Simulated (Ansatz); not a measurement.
**Ti, one cell by several methods**

```yaml
crystal:
  lattice:
    - [-1.64100, 1.64100, 1.60818]
    - [1.64100, -1.64100, 1.60818]
    - [1.64100, 1.64100, -1.60818]
  atoms:
    - { symbol: Ti, position: [0.00000, 0.00000, 0.00000] }
```

The conventional cell has a = 3.282 Å, b = 3.282 Å, c = 3.216 Å, α = 90.00°, β = 90.00°, γ = 90.00°. Ti (atom 1) is surrounded by 10 Ti at 2.82 to 3.22 Å.

The cell comes from COD entry 9012924, which wasn't checked; take it as a given geometry. The listed cell was then made from it by scaling, straining or moving an atom.

Levels of theory: DFT, PBEsol, PAW with Ansatz's default frozen-core files, scalar-relativistic (Ansatz 0.2.0); DFT, PBEsol, all-electron LAPW, scalar-relativistic (Ansatz 0.2.0).

For PAW: a Γ-centred 17×17×17 k mesh, Fermi–Dirac smearing of 0.08 eV, cutoff 420 eV, no spin polarisation; the PAW files were made with PBE, and the program remakes their frozen cores for this functional. LAPW targets a basis error of 1 meV/atom. The Ansatz runs share mesh, smearing and spin set-up. Plane-wave (PAW) pressures include the program's estimate of the Pulay term.

Stress and pressure are positive in compression.

PAW results:

```
       quantity    PAW
 pressure (GPa)  -4.61
stress xx (GPa)  -4.44
stress zz (GPa)  -4.96
```

What does full-potential LAPW give for the same quantities?


```json
{"quantity": "pressure (GPa)", "LAPW": "-4.62"}
{"quantity": "stress xx (GPa)", "LAPW": "-4.45"}
{"quantity": "stress zz (GPa)", "LAPW": "-4.96"}
```
